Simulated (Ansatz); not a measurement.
HfGe (NiAs type, P6_3/mmc) at seven volumes, DFT-PBE in the program Ansatz with PAW potentials, shape and atoms relaxed at each. One row is withheld.

| V (Å³/atom) | P (GPa) |
|---|---|
| 19.131 | 12.01 |
| 19.761 | 7.43 |
| 20.392 | ? |
| 21.023 | 0.00 |
| 21.653 | -2.95 |
| 22.284 | -5.49 |
| 22.915 | -7.67 |

Task: Fit the shown pressures and predict the withheld one.

Result: P = (3/2)B₀(x^(7/2) − x^(5/2))[1 + (3/4)(B′ − 4)(x − 1)] with x = (V₀/V)^(2/3). Least squares on the six rows gives V₀ = 21.024 Å³/atom, B₀ = 106 GPa, B′ = 3.95. At V = 20.392, x = 1.0206 and P = 3.44 GPa. The run itself gave 3.43 GPa.

A made-up cell: these elements were put on the sites of a structure type; neither database checked (COD, Materials Project) lists it. Whether it is the stable phase at ambient conditions was not checked. The cell was relaxed with PBE under the symmetry of its start; its stability against distortions is not shown here. The run is not spin-polarised. Spin–orbit coupling is left out wherever it is not named.

Potentials: the later of the program's two PAW sets.
